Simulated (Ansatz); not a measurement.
Consider the following.

BaZrS3:
```cif
data_Ba4S12Zr4
_chemical_formula_sum 'Ba4 Zr4 S12'
_space_group_name_H-M_alt 'Pnma'
_space_group_IT_number 62
_space_group_name_Hall '-P 2ac 2n'
_cell_length_a 7.07413
_cell_length_b 9.90917
_cell_length_c 6.92307
_cell_angle_alpha 90.000
_cell_angle_beta 90.000
_cell_angle_gamma 90.000
loop_
_atom_site_label
_atom_site_type_symbol
_atom_site_symmetry_multiplicity
_atom_site_Wyckoff_symbol
_atom_site_fract_x
_atom_site_fract_y
_atom_site_fract_z
_atom_site_occupancy
Ba1 Ba 4 c 0.05428 0.75000 0.48774 1
Zr1 Zr 4 a 0.00000 0.00000 0.00000 1
S1 S 4 c 0.00577 0.25000 0.06551 1
S2 S 8 d 0.20806 0.03443 0.70758 1
```

This is the PBEsol-relaxed structure.

Task: All from the program Ansatz at the PBEsol level (PAW), unless another level is named. Predict the electron effective mass.

Result: 0.20, 0.33, 0.35 mₑ (principal values).

Task: Give the formation energy from the elements (no fitted shifts).

Result: -183 kJ/mol of atoms.

Task: Predict the band gap.

Result: 0.92 eV (direct).

Task: And the valence-band maximum?

Result: at Γ.

Symmetry was held in the PBEsol relaxation. The run is not spin-polarised. The references are the lowest solids computed at this level, not always the standard phases. Scalar-relativistic: spin–orbit coupling is off unless named, which matters more the heavier the elements.

Potentials: the later of the program's two PAW sets.
